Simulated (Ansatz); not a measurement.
**RbNa₃V, a known structure type with other elements, at an estimated volume**

```yaml
crystal:
  lattice:
    - [6.81300, 0.00000, 0.00000]
    - [-3.40650, 5.90023, 0.00000]
    - [0.00000, 0.00000, 5.77560]
  atoms:
    - { symbol: V, position: [0.00000, 0.00000, 0.00000] }
    - { symbol: V, position: [0.00000, 0.00000, 0.50000] }
    - { symbol: Rb, position: [0.33330, 0.66670, 0.75000] }
    - { symbol: Rb, position: [0.66660, 0.33330, 0.25000] }
    - { symbol: Na, position: [0.16660, 0.33320, 0.25000] }
    - { symbol: Na, position: [0.83340, 0.16660, 0.75000] }
    - { symbol: Na, position: [0.66680, 0.83340, 0.25000] }
    - { symbol: Na, position: [0.83340, 0.66680, 0.75000] }
    - { symbol: Na, position: [0.16660, 0.83340, 0.25000] }
    - { symbol: Na, position: [0.33320, 0.16660, 0.75000] }
```

Method: PBE, no spin polarisation; PAW, plane waves to 420 eV, 6×6×6 Γ-centred mesh, methfessel-paxton occupations (width 0.0207 eV) (Ansatz 0.2.0), atoms fixed.

How is the charge shared?

Bader charges in e: Rb +0.37, Na +0.38, V -1.51. In the mean Na gives up most and V takes most.

Is it stable against the elements?

1.49 eV an atom against the elements' usual phases (free molecules for gases, crystals otherwise, with no correction for O₂ or N₂), so at this geometry it isn't bound against them. Relaxing would lower it.

Where is the largest force?

The largest is on Na9 (and as large on other atoms): 2.63 eV/Å, components (2.28, -1.31, 0.00). It makes 144° with the line to a nearest neighbour, V1 at 2.44 Å, pointing away from it.

What happens at the Fermi level?

It is a metal, with about 14 states/eV a cell as the mean within 0.25 eV of the Fermi level, mostly V d (71 %) and Na s (20 %).

What does the stress say?

The pressure is 16.2 GPa (compression positive), so with the atoms held at these fractions the cell would first expand; the forces are large, so a full relaxation may end otherwise. The principal stresses 11.0, 18.9, 18.9 GPa differ, so its shape would change too.

Origin: a known structure type with other elements, at an estimated volume, so it need not be a known compound. Caveats: no spin polarisation, so a magnetic state may lie lower; atoms or cell far from equilibrium.

Run time, from a saved density: 2.4 min on 1 thread of Arm Neoverse V1 (shared host), peak memory 0.83 GiB. The time holds forces, stress, Bader, DOS, bands, ELF.
